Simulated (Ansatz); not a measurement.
**Rutile alloy of SnO2 and TiO2 (15 of 24 Sn sites exchanged), 72 atoms**

Ansatz, PAW, plane waves. PBEsol relaxation of cell lengths and atoms (angles held) at the single k point (½, ½, ½); single points on the relaxed atoms at the Γ point alone, onto which points of the small cell's zone fold. Arrangement: quasirandom. No spin–orbit coupling unless named.

Relaxed structure:

```
Ti Sn O
1.0
     9.33964    0.00000    0.00000
     0.00000    9.35580    0.00000
     0.00000    0.00000    9.11325
Ti Sn O
15 9 48
Direct
  0.00693 0.00151 0.99172
  0.00294 0.00826 0.67611
  0.99326 0.49960 0.99482
  0.49257 0.99877 0.00917
  0.49154 0.00346 0.33980
  0.50098 0.99108 0.67582
  0.50014 0.50430 0.33652
  0.49439 0.50905 0.65764
  0.24749 0.25331 0.17020
  0.26006 0.25220 0.49517
  0.25120 0.75137 0.17305
  0.24844 0.76202 0.50881
  0.24810 0.74623 0.84375
  0.73430 0.25622 0.83192
  0.75217 0.75902 0.83199
  0.00624 0.99793 0.33173
  0.00705 0.49865 0.32942
  0.00367 0.49954 0.66898
  0.49625 0.50228 0.99867
  0.25274 0.24518 0.83147
  0.74817 0.24532 0.16101
  0.74710 0.24561 0.50296
  0.74775 0.75265 0.16088
  0.74664 0.75111 0.50425
  0.15362 0.14632 0.00834
  0.15872 0.15580 0.33151
  0.15183 0.14987 0.65591
  0.15659 0.65345 0.99838
  0.15755 0.65929 0.33296
  0.15756 0.65873 0.66671
  0.64572 0.14788 0.98764
  0.64554 0.14501 0.33239
  0.64814 0.14610 0.67602
  0.65053 0.65499 0.98822
  0.64631 0.64975 0.33225
  0.64889 0.64775 0.67632
  0.34994 0.34109 0.00773
  0.34594 0.34728 0.33057
  0.35046 0.34824 0.65667
  0.35093 0.84303 0.99743
  0.34387 0.85153 0.33341
  0.34992 0.84728 0.66445
  0.84546 0.35047 0.98746
  0.85339 0.34002 0.33203
  0.84624 0.34418 0.67649
  0.84982 0.85137 0.98771
  0.85071 0.84440 0.33258
  0.85211 0.84758 0.67653
  0.10122 0.39767 0.15453
  0.10640 0.39711 0.49977
  0.10112 0.40251 0.84281
  0.10191 0.89654 0.15591
  0.10258 0.89963 0.50798
  0.10325 0.90474 0.83173
  0.59633 0.40550 0.17481
  0.59259 0.40715 0.49804
  0.59272 0.39720 0.82350
  0.59127 0.90729 0.16533
  0.59063 0.90629 0.50026
  0.59647 0.90024 0.82983
  0.40195 0.09443 0.16520
  0.40326 0.09843 0.49852
  0.40263 0.08660 0.83314
  0.39967 0.60181 0.17512
  0.40435 0.59930 0.49846
  0.39493 0.59663 0.82219
  0.90348 0.09017 0.15539
  0.90255 0.08873 0.50852
  0.91073 0.09685 0.83321
  0.90349 0.59431 0.15586
  0.90001 0.59408 0.49915
  0.90359 0.60186 0.84232
```

**Question.** What are the mean bond lengths by pair (pairs within 1.2 times the sum of covalent radii, less contacts 15 % beyond the pair's median; cation–cation pairs of compounds aside; long ionic contacts are cut short by that bound)?

**Answer.** O–Sn 2.056 ± 0.013 Å (standard deviation, 54 bonds); O–Ti 1.970 ± 0.067 Å (standard deviation, 90 bonds).

**Question.** What gap lies between the top filled and the lowest empty level in the single points?

**Answer.** HSE06 3.79 eV (5.1 min on 7 threads of Neoverse-V2).
